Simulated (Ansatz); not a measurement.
Ge in space group Fd-3m (No. 227; Ge on 8b, Ge on 32e, Ge on 96g), plane-wave PAW PBE (Ansatz code). The conduction-band minimum lies at L, with 4 equivalent valleys. Second derivatives d²E/dk² of the lowest band at one valley (eV·Å²), along Cartesian directions:

```csv
direction,d²E/dk²
[100],45.98
[010],45.98
[001],45.98
[110],41.03
[101],50.93
[011],50.93
```

Task: Find the principal effective masses, the density-of-states mass and the conductivity mass.

Result: Off-diagonal terms follow from H_xy = H[110] − (H_xx + H_yy)/2, and m*/mₑ = 7.620 eV·Å² over each eigenvalue: 0.15, 0.15, 0.21. One valley's DOS mass (m₁m₂m₃)^(1/3) = 0.17, conductivity mass 3/(Σ 1/mᵢ) = 0.17 mₑ.

Task: What effective density of states Nc follows at 300 K for parabolic valleys?

Result: Nc = 2.509e19 × 4 × (0.17)^(3/2) ≈ 7.0e18 cm⁻³.

The first step of the workflow began from a Materials Project structure, measured or hypothetical. Its sites differ from those of the usual phase in this space group: another stacking or structure type. The cell was relaxed with PBE under the symmetry of its start; whether a distortion lowers the energy is not shown. Scalar-relativistic: spin–orbit coupling is off unless named, which matters more the heavier the elements.

Potentials: the earlier of the program's two PAW sets.

Edges and masses are those of Kohn–Sham bands, whose gap is no quasiparticle gap.
